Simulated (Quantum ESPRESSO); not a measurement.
Ta3Al2ReGa2, one run as intended and one with a planted mistake

A calculation, not a measurement. The program is pw.x of Quantum ESPRESSO 7.5 (plane-wave density functional theory). The cell is made up: eight metal atoms on a face-centred cubic lattice, with elements, volume, strain and displacements drawn at random and not relaxed, so it may be unstable or far from any real phase. PseudoDojo standard norm-conserving files set the functional (PBE unless stated); there is no spin polarisation or spin-orbit coupling, the Fermi-Dirac width of 0.25 eV means electrons at about 2900 K, and the masses in the input are unused placeholders. Heavy elements are run without spin-orbit coupling, which real alloys of them have. A spin test at this wide smearing found no moment, but such smearing suppresses magnetism that the real alloy may have.

Intended input:

```
&control calculation='scf', pseudo_dir='./dojo.nc.sr.pbe.v0_5.standard.upf', outdir='./o', disk_io='minimal', tprnfor=.true., tstress=.true. /
&system ibrav=0, nat=8, ntyp=4, nbnd=56, ecutwfc=92.02030273, nosym=.true., tot_charge=0,
 occupations='smearing', smearing='fd', degauss=0.0183746611
/
&electrons conv_thr=1.470e-08, electron_maxstep=70, mixing_beta=0.5 /
ATOMIC_SPECIES
Al 1.0 Al.upf
Ga 1.0 Ga.upf
Re 1.0 Re.upf
Ta 1.0 Ta.upf
CELL_PARAMETERS angstrom
0.0011 -0.0387 -4.0597
4.0732 0.0047 -0.0011
-0.0094 -8.1946 -0.0775
ATOMIC_POSITIONS angstrom
Ta 0.1937 0.1182 -0.0666
Ta 0.0314 -4.0555 0.0406
Al 2.104 -2.1854 0.0021
Al 1.9797 -6.2124 0.1234
Re -0.0048 -2.0109 -2.0618
Ga 0.0913 -6.2265 -2.1128
Ga 1.8786 -0.2169 -2.0039
Ta 2.0886 -4.1383 -2.1745
K_POINTS automatic
6 6 3 1 1 1
```

The log is shortened where brackets say so; the opening notice, blank lines, dates and the lines on written files are dropped, and the path of the files is cut. It prints rydbergs, bohrs and kilobars, and counts compression as positive stress. Its total energy is the free energy E - TS of the whole cell.

Log of the intended run:

```
     Program PWSCF v.7.5
     Parallel version (MPI & OpenMP), running on       4 processor cores
     Number of MPI processes:                 4
     Threads/MPI process:                     1
     [start-up lines left out]
     bravais-lattice index     =            0
     lattice parameter (alat)  =       7.6721  a.u.
     unit-cell volume          =     914.3538 (a.u.)^3
     number of atoms/cell      =            8
     number of atomic types    =            4
     number of electrons       =        86.00
     number of Kohn-Sham states=           56
     kinetic-energy cutoff     =      92.0203  Ry
     charge density cutoff     =     368.0812  Ry
     scf convergence threshold =      1.5E-08
     mixing beta               =       0.5000
     number of iterations used =            8  plain     mixing
     Exchange-correlation= PBE
                           (   1   4   3   4   0   0   0)
     [axes and pseudopotential details left out]
   Cartesian axes
     site n.     atom                  positions (alat units)
         1        Ta     tau(   1) = (   0.0477107   0.0291141  -0.0164044  )
         2        Ta     tau(   2) = (   0.0077342  -0.9989200   0.0100003  )
         3        Al     tau(   3) = (   0.5182413  -0.5382912   0.0005173  )
         4        Al     tau(   4) = (   0.4876247  -1.5301913   0.0303950  )
         5        Re     tau(   5) = (  -0.0011823  -0.4953096  -0.5078469  )
         6        Ga     tau(   6) = (   0.0224883  -1.5336643  -0.5204089  )
         7        Ga     tau(   7) = (   0.4627225  -0.0534252  -0.4935855  )
         8        Ta     tau(   8) = (   0.5144481  -1.0193147  -0.5356064  )
     number of k points=    54  Fermi-Dirac smearing, width (Ry)=  0.0184
                       cart. coord. in units 2pi/alat
        k(    1) = (   0.0831331  -0.0818872  -0.0825340), wk =   0.0370370
        k(    2) = (   0.0827511   0.2484325  -0.0856829), wk =   0.0370370
     [further k points left out]
     Dense  grid:   109057 G-vectors     FFT dimensions: (  48,  48,  96)
     Estimated max dynamical RAM per process >     348.93 MB
     Estimated total dynamical RAM >       1.28 GB
     Initial potential from superposition of free atoms
     starting charge      85.9867, renormalised to      86.0000
     Starting wfcs are   66 randomized atomic wfcs
     total cpu time spent up to now is        6.0 secs
     per-process dynamical memory:   275.9 Mb
     Self-consistent Calculation
     iteration #  1     ecut=    92.02 Ry     beta= 0.50
     Davidson diagonalization with overlap
     ethr =  1.00E-02,  avg # of iterations =  2.8
     Threshold (ethr) on eigenvalues was too large:
     Diagonalizing with lowered threshold
     Davidson diagonalization with overlap
     ethr =  4.92E-04,  avg # of iterations =  2.4
     total cpu time spent up to now is       28.7 secs
     total energy              =    -879.18867868 Ry
     estimated scf accuracy    <       0.43892063 Ry
     iteration #  2     ecut=    92.02 Ry     beta= 0.50
     Davidson diagonalization with overlap
     ethr =  5.10E-04,  avg # of iterations =  6.9
     total cpu time spent up to now is       43.2 secs
     total energy              =    -878.65027342 Ry
     estimated scf accuracy    <      10.29763438 Ry
     [iterations 3 to 11 left out]
     iteration # 12     ecut=    92.02 Ry     beta= 0.50
     Davidson diagonalization with overlap
     ethr =  1.50E-10,  avg # of iterations =  3.7
     total cpu time spent up to now is      159.3 secs
     total energy              =    -879.37206984 Ry
     estimated scf accuracy    <       0.00000006 Ry
     iteration # 13     ecut=    92.02 Ry     beta= 0.50
     Davidson diagonalization with overlap
     ethr =  6.82E-11,  avg # of iterations =  1.8
     total cpu time spent up to now is      169.5 secs
     End of self-consistent calculation
     [lines on levels left out]
!    total energy              =    -879.37206985 Ry
     estimated scf accuracy    <          3.2E-09 Ry
     smearing contrib. (-TS)   =      -0.08602016 Ry
     internal energy E=F+TS    =    -879.28604969 Ry
     The total energy is F=E-TS. E is the sum of the following terms:
     one-electron contribution =    -252.50664726 Ry
     hartree contribution      =     178.89846392 Ry
     xc contribution           =    -211.57807705 Ry
     ewald contribution        =    -594.09978930 Ry
     convergence has been achieved in  13 iterations
     Forces acting on atoms (cartesian axes, Ry/au):
     atom    1 type  4   force =    -0.10620974   -0.07902408    0.02542779
     atom    2 type  4   force =     0.00331199   -0.04007485   -0.05391526
     atom    3 type  1   force =    -0.00558067    0.05212094   -0.02044330
     atom    4 type  1   force =     0.05144501    0.02970263   -0.03630181
     atom    5 type  3   force =    -0.00102155   -0.03320438   -0.00293246
     atom    6 type  2   force =    -0.01961020    0.04075578    0.01639575
     atom    7 type  2   force =     0.08015338   -0.00954299   -0.01675648
     atom    8 type  4   force =    -0.00248822    0.03926695    0.08852577
     Total force =     0.224312     Total SCF correction =     0.000259
     Computing stress (Cartesian axis) and pressure
          total   stress  (Ry/bohr**3)                   (kbar)     P=      -11.42
  -0.00005677   0.00008120  -0.00007018           -8.35       11.94      -10.32
   0.00008120   0.00011040  -0.00008380           11.94       16.24      -12.33
  -0.00007018  -0.00008380  -0.00028660          -10.32      -12.33      -42.16
     init_run     :      5.76s CPU      5.93s WALL (       1 calls)
     electrons    :    162.89s CPU    163.46s WALL (       1 calls)
     forces       :      2.03s CPU      2.05s WALL (       1 calls)
     stress       :      7.18s CPU      7.36s WALL (       1 calls)
     [timing details left out]
     PWSCF        :   2m57.95s CPU   2m58.94s WALL
     JOB DONE.
```

A second run has one planted mistake: one coordinate of one atom is wrong. The input lines that differ:

```
- Ta 2.0886 -4.1383 -2.1745
+ Ta 1.9386 -4.1383 -2.1745
```

Its log:

```
     Program PWSCF v.7.5
     Parallel version (MPI & OpenMP), running on       4 processor cores
     Number of MPI processes:                 4
     Threads/MPI process:                     1
     [start-up lines left out]
     bravais-lattice index     =            0
     lattice parameter (alat)  =       7.6721  a.u.
     unit-cell volume          =     914.3538 (a.u.)^3
     number of atoms/cell      =            8
     number of atomic types    =            4
     number of electrons       =        86.00
     number of Kohn-Sham states=           56
     kinetic-energy cutoff     =      92.0203  Ry
     charge density cutoff     =     368.0812  Ry
     scf convergence threshold =      1.5E-08
     mixing beta               =       0.5000
     number of iterations used =            8  plain     mixing
     Exchange-correlation= PBE
                           (   1   4   3   4   0   0   0)
     [axes and pseudopotential details left out]
   Cartesian axes
     site n.     atom                  positions (alat units)
         1        Ta     tau(   1) = (   0.0477107   0.0291141  -0.0164044  )
         2        Ta     tau(   2) = (   0.0077342  -0.9989200   0.0100003  )
         3        Al     tau(   3) = (   0.5182413  -0.5382912   0.0005173  )
         4        Al     tau(   4) = (   0.4876247  -1.5301913   0.0303950  )
         5        Re     tau(   5) = (  -0.0011823  -0.4953096  -0.5078469  )
         6        Ga     tau(   6) = (   0.0224883  -1.5336643  -0.5204089  )
         7        Ga     tau(   7) = (   0.4627225  -0.0534252  -0.4935855  )
         8        Ta     tau(   8) = (   0.4775013  -1.0193147  -0.5356064  )
     number of k points=    54  Fermi-Dirac smearing, width (Ry)=  0.0184
                       cart. coord. in units 2pi/alat
        k(    1) = (   0.0831331  -0.0818872  -0.0825340), wk =   0.0370370
        k(    2) = (   0.0827511   0.2484325  -0.0856829), wk =   0.0370370
     [further k points left out]
     Dense  grid:   109057 G-vectors     FFT dimensions: (  48,  48,  96)
     Estimated max dynamical RAM per process >     348.93 MB
     Estimated total dynamical RAM >       1.28 GB
     Initial potential from superposition of free atoms
     starting charge      85.9867, renormalised to      86.0000
     Starting wfcs are   66 randomized atomic wfcs
     total cpu time spent up to now is        5.6 secs
     per-process dynamical memory:   275.9 Mb
     Self-consistent Calculation
     iteration #  1     ecut=    92.02 Ry     beta= 0.50
     Davidson diagonalization with overlap
     ethr =  1.00E-02,  avg # of iterations =  2.8
     Threshold (ethr) on eigenvalues was too large:
     Diagonalizing with lowered threshold
     Davidson diagonalization with overlap
     ethr =  5.03E-04,  avg # of iterations =  2.4
     total cpu time spent up to now is       26.0 secs
     total energy              =    -879.17616107 Ry
     estimated scf accuracy    <       0.44866196 Ry
     iteration #  2     ecut=    92.02 Ry     beta= 0.50
     Davidson diagonalization with overlap
     ethr =  5.22E-04,  avg # of iterations =  6.6
     total cpu time spent up to now is       39.1 secs
     total energy              =    -878.62121013 Ry
     estimated scf accuracy    <      10.60886568 Ry
     [iterations 3 to 11 left out]
     iteration # 12     ecut=    92.02 Ry     beta= 0.50
     Davidson diagonalization with overlap
     ethr =  1.49E-10,  avg # of iterations =  4.0
     total cpu time spent up to now is      140.6 secs
     total energy              =    -879.36479077 Ry
     estimated scf accuracy    <       0.00000006 Ry
     iteration # 13     ecut=    92.02 Ry     beta= 0.50
     Davidson diagonalization with overlap
     ethr =  7.22E-11,  avg # of iterations =  1.8
     total cpu time spent up to now is      149.4 secs
     End of self-consistent calculation
     [lines on levels left out]
!    total energy              =    -879.36479077 Ry
     estimated scf accuracy    <          4.0E-09 Ry
     smearing contrib. (-TS)   =      -0.08672151 Ry
     internal energy E=F+TS    =    -879.27806927 Ry
     The total energy is F=E-TS. E is the sum of the following terms:
     one-electron contribution =    -253.33346663 Ry
     hartree contribution      =     179.32176751 Ry
     xc contribution           =    -211.59069013 Ry
     ewald contribution        =    -593.67568001 Ry
     convergence has been achieved in  13 iterations
     Forces acting on atoms (cartesian axes, Ry/au):
     atom    1 type  4   force =    -0.10847212   -0.07931542    0.02520628
     atom    2 type  4   force =    -0.03933547   -0.04006455   -0.05663665
     atom    3 type  1   force =    -0.00530088    0.05162293   -0.01999281
     atom    4 type  1   force =     0.05046348    0.02898145   -0.03605861
     atom    5 type  3   force =    -0.00450482   -0.03314513   -0.00275283
     atom    6 type  2   force =    -0.02754463    0.03627977    0.01641079
     atom    7 type  2   force =     0.08056002   -0.00921725   -0.01655020
     atom    8 type  4   force =     0.05413441    0.04485818    0.09037403
     Total force =     0.237196     Total SCF correction =     0.000315
     Computing stress (Cartesian axis) and pressure
          total   stress  (Ry/bohr**3)                   (kbar)     P=       -7.02
  -0.00002666   0.00012809  -0.00001787           -3.92       18.84       -2.63
   0.00012809   0.00013810  -0.00008321           18.84       20.32      -12.24
  -0.00001787  -0.00008321  -0.00025456           -2.63      -12.24      -37.45
     init_run     :      5.31s CPU      5.47s WALL (       1 calls)
     electrons    :    143.28s CPU    143.82s WALL (       1 calls)
     forces       :      1.85s CPU      1.87s WALL (       1 calls)
     stress       :      6.57s CPU      6.72s WALL (       1 calls)
     [timing details left out]
     PWSCF        :   2m37.10s CPU   2m38.01s WALL
     JOB DONE.
```

```
                                            intended run  run with the mistake
                          free energy (eV)    -11964.467            -11964.367
         entropy term -TS, part of it (eV)        -1.170                -1.180
                            pressure (GPa)         -1.14                 -0.70
size of the largest force component (eV/Å)         2.731                 2.789
largest change of a force component (eV/Å)                               1.456
                                iterations            13                    13
```

For scale, a rerun of the intended cell at a higher cutoff and on a denser mesh moved values by no more than 0.006 eV in energy, 0.04 GPa in stress and 0.015 eV/Å in force, and a second program with other atomic files agreed on that cell to 2 % rms in force and 0.5 GPa in pressure.